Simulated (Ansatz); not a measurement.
GaSb:
```xyz
2
Lattice="-2.6907 2.6907 1.5366 2.6907 -2.6907 1.5366 2.6907 2.6907 -1.5366" Properties=species:S:1:pos:R:3 pbc="T T T"
Ga     0.0000     2.6907     0.7683
Sb     0.0000     0.0000     0.0000
```

Relaxed with LDA. Special points in fractions of this cell's reciprocal vectors: Γ (0.000, 0.000, 0.000); X (0.000, 0.000, 0.500); M (-0.500, 0.500, 0.500); Z (0.332, 0.332, -0.332); Z0 (-0.332, 0.668, 0.332); P (0.250, 0.250, 0.250); N (0.000, 0.500, 0.000).

Task: List the band energies nearest the Fermi level at these points for LDA in the plane-wave PAW code Ansatz.

Result: In eV from the Fermi level; about four levels below and three above (degenerate sets whole), none deeper than 8.9 eV; points with the same levels are listed once.

```
k                    below                  above
-  -----------------------  ---------------------
Γ        -2.92 -2.09 -2.09    3.36 5.60 7.43 7.43
X              -8.54 -0.04         1.77 2.24 2.40
M        -6.22 -5.41 -5.41  3.84 5.33 11.01 11.01
Z  -5.08 -3.61 -3.61 -3.31         4.14 6.32 6.32
P  -8.13 -5.46 -4.75 -3.40         3.87 4.06 4.49
N  -5.97 -2.53 -1.59 -1.29         2.37 3.43 5.44
```

Space group I-4m2. The workflow started from a Materials Project entry (that database holds measured and hypothetical structures alike); the Crystallography Open Database copy checked does not list it. It is not the phase usual at ambient conditions (space group No. 216). The cell was relaxed with LDA under the symmetry of its start; its stability against distortions is not shown here. Scalar-relativistic: spin–orbit coupling is off unless named, which matters more the heavier the elements.

Potentials: the later of the program's two PAW sets.
